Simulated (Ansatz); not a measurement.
This cell of AlN (wurtzite) is off equilibrium:

```yaml
crystal:
  lattice:
    - [3.13030, 0.00000, 0.00000]
    - [-1.56515, 2.71092, 0.00000]
    - [0.00000, 0.00000, 10.03603]
  atoms:
    - { symbol: Al, position: [0.66716, 0.33431, 0.00169] }
    - { symbol: Al, position: [0.66618, 0.33235, 0.50169] }
    - { symbol: Al, position: [0.33886, 0.67772, 0.25169] }
    - { symbol: Al, position: [0.32781, 0.65562, 0.75169] }
    - { symbol: N, position: [0.65560, 0.31120, 0.31091] }
    - { symbol: N, position: [0.67773, 0.35547, 0.81091] }
    - { symbol: N, position: [0.33117, 0.66234, 0.06091] }
    - { symbol: N, position: [0.33550, 0.67099, 0.56091] }
```

Computed with PBE (plane waves to 420 eV, PAW, scalar-relativistic; Ansatz, a program for electronic structure). k mesh 12×12×4 (Γ-centred), Fermi-Dirac smearing 0.05 eV. Compression counts positive. AlN was relaxed with its symmetry unable to fall.

Question: What forces act on the atoms (eV/Å, Cartesian)?

Answer: 
| atom | Fx | Fy | Fz |
|---|---|---|---|
| Al1 | 0.000 | -0.103 | -0.014 |
| Al2 | 0.000 | 0.113 | -0.015 |
| Al3 | 0.000 | -1.433 | -0.126 |
| Al4 | 0.000 | 1.043 | -0.101 |
| N5 | 0.000 | 1.485 | 0.130 |
| N6 | 0.000 | -1.088 | 0.105 |
| N7 | 0.000 | 0.240 | 0.011 |
| N8 | 0.000 | -0.256 | 0.011 |

Question: Give the stress tensor in GPa and the pressure.

Answer: 
```
   0.42     0.00     0.00
   0.00     0.99     0.38
   0.00     0.38     0.15
```
The pressure, a third of the trace, is 0.52 GPa.

(A displaced cell: forces are minus the slopes of the energy, force constants its curvatures, and phonons follow from these.)
